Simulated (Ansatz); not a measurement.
(100) slab cut from the bulk of Au, 15 Å of vacuum:

```xyz
6
Lattice="2.9162 0.0000 0.0000 0.0000 2.9162 0.0000 0.0000 0.0000 25.3103" Properties=species:S:1:pos:R:3 pbc="T T T"
Au    1.4581    1.4581    7.5000
Au    0.0000    0.0000    9.5621
Au    1.4581    1.4581   11.6241
Au    0.0000    0.0000   13.6862
Au    1.4581    1.4581   15.7483
Au    0.0000    0.0000   17.8103
```

Computed with DFT r2SCAN, scalar-relativistic, plane waves, PAW in Ansatz. Plane waves to 500 eV, a k mesh through Γ of 12×12×1 on the computed 6-atom cell and Gaussian smearing (0.10 eV); no spin polarisation. A dipole correction removes the field between periodic images along c.

This base run converges in 8 iterations with a largest force of 0.109 eV/Å and a work function of 5.04 eV on the top face.

One setting at a time is then changed, some of them on purpose to poor values; changes count from the base run, energies are extrapolated to zero smearing, γ keeps the base's bulk energy, atoms stay where they are, a change of functional drops any dispersion correction, and risky runs are capped at 50 to 100 iterations.

(1) What does each change do? functional LDA; k mesh 12×12×3; cutoff 300 eV; no dipole correction, vacuum of 15 Å; the slab thickened to 7 atoms (same faces, atoms at the bulk's places); k mesh 2×2×1; cutoff 700 eV; mixing β = 0.9; cutoff 550 eV.

Spin-orbit coupling is left out, which matters for the bands of heavy elements.

Answers

(1)
```tsv
change	outcome	SCF iterations	ΔE (meV/atom)	Δγ (J/m²)	Δφ top (eV)	largest force (eV/Å)	largest change of a force (eV/Å)
functional LDA	converged	8			+0.42	0.615	0.506
k mesh 12×12×3	converged	8	0.0	0.000	0.00	0.109	0.000
cutoff 300 eV	converged with warnings	9	+115.5		0.00	0.131	0.022
no dipole correction, vacuum of 15 Å	converged	8	0.0	0.000		0.109	0.000
the slab thickened to 7 atoms (same faces, atoms at the bulk's places)	converged	8	-24.9	+0.012	+0.04	0.121	
k mesh 2×2×1	converged	14	+1254.6	+7.091	-0.58	0.086	0.096
cutoff 700 eV	converged	8	-1.5		0.00	0.110	0.001
mixing β = 0.9	converged	8	0.0	0.000	0.00	0.109	0.000
cutoff 550 eV	converged	8	-0.8		0.00	0.109	0.000
```

Cost: 10 runs of about 5.8 core-minutes in all, on Intel Xeon 6975P-C (Granite Rapids) (shared hosts).